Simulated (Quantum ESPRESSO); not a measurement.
# Pt2ScAg4Re: finding a planted mistake in a log

A calculation, not a measurement. The program is pw.x of Quantum ESPRESSO 7.5 (plane-wave density functional theory). The cell is made up: eight metal atoms on a hexagonal close-packed lattice, with elements, volume, strain and displacements drawn at random and not relaxed, so it may be unstable or far from any real phase. PseudoDojo standard norm-conserving files set the functional (PBE unless stated); there is no spin polarisation or spin-orbit coupling, the Fermi-Dirac width of 0.25 eV means electrons at about 2900 K, and the masses in the input are unused placeholders. Heavy elements are run without spin-orbit coupling, which real alloys of them have. A spin test at this wide smearing found no moment, but such smearing suppresses magnetism that the real alloy may have.

Intended input:

```
&control calculation='scf', pseudo_dir='./dojo.nc.sr.pbe.v0_5.standard.upf', outdir='./o', disk_io='medium', tprnfor=.true., tstress=.true. /
&system ibrav=0, nat=8, ntyp=4, nbnd=82, ecutwfc=84.00895049, nosym=.true., tot_charge=0,
 occupations='smearing', smearing='fd', degauss=0.0183746611
/
&electrons conv_thr=1.470e-08, electron_maxstep=70, mixing_beta=0.5 /
ATOMIC_SPECIES
Ag 1.0 Ag.upf
Pt 1.0 Pt.upf
Re 1.0 Re.upf
Sc 1.0 Sc.upf
CELL_PARAMETERS angstrom
4.4184 -2.5013 0.0177
-2.9374 0.0464 -4.5722
2.9612 5.0296 -0.066
ATOMIC_POSITIONS angstrom
Pt -0.0266 0.0316 0.0457
Sc 1.4843 2.4789 -0.0606
Ag 0.0411 1.779 -2.3371
Ag 1.4061 4.1899 -2.312
Ag 2.9487 -0.0318 0.0017
Ag 4.4217 2.5426 -0.0785
Re 1.4427 -0.7697 -2.2988
Pt 2.9833 1.719 -2.2765
K_POINTS automatic
5 5 4 1 1 1
```

The log is shortened where brackets say so; the opening notice, blank lines, dates and the lines on written files are dropped, and the path of the files is cut. It prints rydbergs, bohrs and kilobars, and counts compression as positive stress. Its total energy is the free energy E - TS of the whole cell.

Log of the intended run:

```
     Program PWSCF v.7.5
     Parallel version (MPI & OpenMP), running on       1 processor cores
     Number of MPI processes:                 1
     Threads/MPI process:                     1
     [start-up lines left out]
     bravais-lattice index     =            0
     lattice parameter (alat)  =       9.5947  a.u.
     unit-cell volume          =     915.6145 (a.u.)^3
     number of atoms/cell      =            8
     number of atomic types    =            4
     number of electrons       =       138.00
     number of Kohn-Sham states=           82
     kinetic-energy cutoff     =      84.0090  Ry
     charge density cutoff     =     336.0358  Ry
     scf convergence threshold =      1.5E-08
     mixing beta               =       0.5000
     number of iterations used =            8  plain     mixing
     Exchange-correlation= PBE
                           (   1   4   3   4   0   0   0)
     [axes and pseudopotential details left out]
   Cartesian axes
     site n.     atom                  positions (alat units)
         1        Pt     tau(   1) = (  -0.0052390   0.0062238   0.0090008  )
         2        Sc     tau(   2) = (   0.2923399   0.4882310  -0.0119355  )
         3        Ag     tau(   3) = (   0.0080948   0.3503824  -0.4603028  )
         4        Ag     tau(   4) = (   0.2769380   0.8252205  -0.4553593  )
         5        Ag     tau(   5) = (   0.5807603  -0.0062632   0.0003348  )
         6        Ag     tau(   6) = (   0.8708746   0.5007770  -0.0154609  )
         7        Re     tau(   7) = (   0.2841465  -0.1515960  -0.4527595  )
         8        Pt     tau(   8) = (   0.5875750   0.3385651  -0.4483674  )
     number of k points=    50  Fermi-Dirac smearing, width (Ry)=  0.0184
                       cart. coord. in units 2pi/alat
        k(    1) = (   0.1392508   0.0415756  -0.2000868), wk =   0.0400000
        k(    2) = (   0.2462344   0.2300831  -0.2669052), wk =   0.0400000
     [further k points left out]
     Dense  grid:    95191 G-vectors     FFT dimensions: (  60,  60,  72)
     Estimated max dynamical RAM per process >     189.96 MB
     Initial potential from superposition of free atoms
     starting charge     137.9949, renormalised to     138.0000
     Starting wfcs are   80 randomized atomic wfcs +    2 random wfcs
     total cpu time spent up to now is       34.7 secs
     per-process dynamical memory:   106.1 Mb
     Self-consistent Calculation
     iteration #  1     ecut=    84.01 Ry     beta= 0.50
     Davidson diagonalization with overlap
     ethr =  1.00E-02,  avg # of iterations =  3.0
     total cpu time spent up to now is      171.5 secs
     total energy              =   -2032.04877614 Ry
     estimated scf accuracy    <       1.73807273 Ry
     iteration #  2     ecut=    84.01 Ry     beta= 0.50
     Davidson diagonalization with overlap
     ethr =  1.26E-03,  avg # of iterations =  3.0
     total cpu time spent up to now is      293.2 secs
     total energy              =   -2032.06337304 Ry
     estimated scf accuracy    <       6.77408671 Ry
     [iterations 3 to 12 left out]
     iteration # 13     ecut=    84.01 Ry     beta= 0.50
     Davidson diagonalization with overlap
     ethr =  5.96E-11,  avg # of iterations =  2.0
     total cpu time spent up to now is     1452.4 secs
     total energy              =   -2032.90651638 Ry
     estimated scf accuracy    <       0.00000002 Ry
     iteration # 14     ecut=    84.01 Ry     beta= 0.50
     Davidson diagonalization with overlap
     ethr =  1.32E-11,  avg # of iterations =  2.0
     total cpu time spent up to now is     1570.2 secs
     End of self-consistent calculation
     [lines on levels left out]
!    total energy              =   -2032.90651638 Ry
     estimated scf accuracy    <          3.0E-09 Ry
     smearing contrib. (-TS)   =      -0.08603638 Ry
     internal energy E=F+TS    =   -2032.82048000 Ry
     The total energy is F=E-TS. E is the sum of the following terms:
     one-electron contribution =    -696.46448934 Ry
     hartree contribution      =     424.20315591 Ry
     xc contribution           =    -331.06208095 Ry
     ewald contribution        =   -1429.49706562 Ry
     convergence has been achieved in  14 iterations
     Forces acting on atoms (cartesian axes, Ry/au):
     atom    1 type  2   force =     0.01201153    0.00435956   -0.00926947
     atom    2 type  4   force =     0.00067500    0.00780407    0.01946014
     atom    3 type  1   force =    -0.01509568   -0.04073305    0.00090772
     atom    4 type  1   force =     0.02770395    0.02803505   -0.01067095
     atom    5 type  1   force =    -0.00645656    0.00176675   -0.00239267
     atom    6 type  1   force =     0.00892779    0.00724041    0.01378774
     atom    7 type  3   force =    -0.01077441    0.00075685    0.00710447
     atom    8 type  2   force =    -0.01699161   -0.00922964   -0.01892697
     Total force =     0.074273     Total SCF correction =     0.000227
     Computing stress (Cartesian axis) and pressure
          total   stress  (Ry/bohr**3)                   (kbar)     P=       -0.24
  -0.00002259  -0.00008053   0.00023192           -3.32      -11.85       34.12
  -0.00008053  -0.00018059  -0.00013815          -11.85      -26.57      -20.32
   0.00023192  -0.00013815   0.00019827           34.12      -20.32       29.17
     init_run     :     32.90s CPU     34.38s WALL (       1 calls)
     electrons    :   1488.28s CPU   1535.56s WALL (       1 calls)
     forces       :     11.89s CPU     11.98s WALL (       1 calls)
     stress       :     56.53s CPU     56.75s WALL (       1 calls)
     [timing details left out]
     PWSCF        :  26m30.09s CPU  27m19.59s WALL
     JOB DONE.
```

A second run was made from an input with one planted mistake. Its log:

```
     Program PWSCF v.7.5
     Parallel version (MPI & OpenMP), running on       1 processor cores
     Number of MPI processes:                 1
     Threads/MPI process:                     1
     [start-up lines left out]
     bravais-lattice index     =            0
     lattice parameter (alat)  =       9.5246  a.u.
     unit-cell volume          =     895.6930 (a.u.)^3
     number of atoms/cell      =            8
     number of atomic types    =            4
     number of electrons       =       138.00
     number of Kohn-Sham states=           82
     kinetic-energy cutoff     =      84.0090  Ry
     charge density cutoff     =     336.0358  Ry
     scf convergence threshold =      1.5E-08
     mixing beta               =       0.5000
     number of iterations used =            8  plain     mixing
     Exchange-correlation= PBE
                           (   1   4   3   4   0   0   0)
     [axes and pseudopotential details left out]
   Cartesian axes
     site n.     atom                  positions (alat units)
         1        Pt     tau(   1) = (  -0.0052379   0.0062299   0.0090076  )
         2        Sc     tau(   2) = (   0.2923503   0.4882360  -0.0119440  )
         3        Ag     tau(   3) = (   0.0080949   0.3503839  -0.4603005  )
         4        Ag     tau(   4) = (   0.2769342   0.8252275  -0.4553602  )
         5        Ag     tau(   5) = (   0.5807723  -0.0062696   0.0003373  )
         6        Ag     tau(   6) = (   0.8708806   0.5007752  -0.0154558  )
         7        Re     tau(   7) = (   0.2841562  -0.1516016  -0.4527611  )
         8        Pt     tau(   8) = (   0.5875776   0.3385788  -0.4483763  )
     number of k points=    50  Fermi-Dirac smearing, width (Ry)=  0.0184
                       cart. coord. in units 2pi/alat
        k(    1) = (   0.1392510   0.0415741  -0.2000876), wk =   0.0400000
        k(    2) = (   0.2462329   0.2300789  -0.2669047), wk =   0.0400000
     [further k points left out]
     Dense  grid:    93163 G-vectors     FFT dimensions: (  60,  60,  64)
     Estimated max dynamical RAM per process >     184.60 MB
     Initial potential from superposition of free atoms
     starting charge     137.9949, renormalised to     138.0000
     Starting wfcs are   80 randomized atomic wfcs +    2 random wfcs
     total cpu time spent up to now is       23.0 secs
     per-process dynamical memory:    93.9 Mb
     Self-consistent Calculation
     iteration #  1     ecut=    84.01 Ry     beta= 0.50
     Davidson diagonalization with overlap
     ethr =  1.00E-02,  avg # of iterations =  3.0
     total cpu time spent up to now is      103.7 secs
     total energy              =   -2032.00765444 Ry
     estimated scf accuracy    <       1.81234163 Ry
     iteration #  2     ecut=    84.01 Ry     beta= 0.50
     Davidson diagonalization with overlap
     ethr =  1.31E-03,  avg # of iterations =  3.0
     total cpu time spent up to now is      185.4 secs
     total energy              =   -2032.06284124 Ry
     estimated scf accuracy    <       6.64408951 Ry
     [iterations 3 to 12 left out]
     iteration # 13     ecut=    84.01 Ry     beta= 0.50
     Davidson diagonalization with overlap
     ethr =  6.10E-11,  avg # of iterations =  2.0
     total cpu time spent up to now is      913.0 secs
     total energy              =   -2032.90421305 Ry
     estimated scf accuracy    <       0.00000002 Ry
     iteration # 14     ecut=    84.01 Ry     beta= 0.50
     Davidson diagonalization with overlap
     ethr =  1.51E-11,  avg # of iterations =  2.0
     total cpu time spent up to now is      984.3 secs
     End of self-consistent calculation
     [lines on levels left out]
!    total energy              =   -2032.90421304 Ry
     estimated scf accuracy    <       0.00000001 Ry
     smearing contrib. (-TS)   =      -0.08406553 Ry
     internal energy E=F+TS    =   -2032.82014752 Ry
     The total energy is F=E-TS. E is the sum of the following terms:
     one-electron contribution =    -679.98653830 Ry
     hartree contribution      =     418.37574482 Ry
     xc contribution           =    -331.19260049 Ry
     ewald contribution        =   -1440.01675355 Ry
     convergence has been achieved in  14 iterations
     Forces acting on atoms (cartesian axes, Ry/au):
     atom    1 type  2   force =     0.01208282    0.00314026   -0.01177862
     atom    2 type  4   force =     0.00068760    0.00875947    0.02000502
     atom    3 type  1   force =    -0.01633286   -0.04312194    0.00076648
     atom    4 type  1   force =     0.03042103    0.02959675   -0.01112561
     atom    5 type  1   force =    -0.00718267    0.00293832   -0.00216895
     atom    6 type  1   force =     0.00941285    0.00682457    0.01607051
     atom    7 type  3   force =    -0.01031337    0.00166054    0.00856888
     atom    8 type  2   force =    -0.01877541   -0.00979797   -0.02033771
     Total force =     0.079543     Total SCF correction =     0.000522
     Computing stress (Cartesian axis) and pressure
          total   stress  (Ry/bohr**3)                   (kbar)     P=       33.90
   0.00019562  -0.00008000   0.00024132           28.78      -11.77       35.50
  -0.00008000   0.00004079  -0.00013652          -11.77        6.00      -20.08
   0.00024132  -0.00013652   0.00045498           35.50      -20.08       66.93
     init_run     :     20.75s CPU     22.75s WALL (       1 calls)
     electrons    :    932.08s CPU    961.36s WALL (       1 calls)
     forces       :     11.31s CPU     11.45s WALL (       1 calls)
     stress       :     43.16s CPU     43.43s WALL (       1 calls)
     [timing details left out]
     PWSCF        :  16m47.85s CPU  17m21.29s WALL
     JOB DONE.
```

Question: the log repeats what the program read. Compare it with the intended run: what was wrong in the second input?

Answer: the cell and the positions are scaled by a wrong factor. The input lines that differ:

```
- 4.4184 -2.5013 0.0177
- -2.9374 0.0464 -4.5722
- 2.9612 5.0296 -0.066
+ 4.3861 -2.483 0.0176
+ -2.916 0.0461 -4.5388
+ 2.9396 4.9929 -0.0655
- Pt -0.0266 0.0316 0.0457
- Sc 1.4843 2.4789 -0.0606
- Ag 0.0411 1.779 -2.3371
- Ag 1.4061 4.1899 -2.312
- Ag 2.9487 -0.0318 0.0017
- Ag 4.4217 2.5426 -0.0785
- Re 1.4427 -0.7697 -2.2988
- Pt 2.9833 1.719 -2.2765
+ Pt -0.0264 0.0314 0.0454
+ Sc 1.4735 2.4608 -0.0602
+ Ag 0.0408 1.766 -2.32
+ Ag 1.3958 4.1593 -2.2951
+ Ag 2.9272 -0.0316 0.0017
+ Ag 4.3894 2.524 -0.0779
+ Re 1.4322 -0.7641 -2.282
+ Pt 2.9615 1.7065 -2.2599
```

|  | intended run | run with the mistake |
| --- | --- | --- |
| free energy (eV) | -27659.102 | -27659.071 |
| entropy term -TS, part of it (eV) | -1.171 | -1.144 |
| pressure (GPa) | -0.02 | 3.39 |
| size of the largest force component (eV/Å) | 1.047 | 1.109 |
| largest change of a force component (eV/Å) |  | 0.070 |
| iterations | 14 | 14 |

For scale, a rerun of the intended cell at a higher cutoff and on a denser mesh moved values by no more than 0.005 eV in energy, 0.08 GPa in stress and 0.003 eV/Å in force, and a second program with other atomic files agreed on that cell to 2 % rms in force and 0.5 GPa in pressure.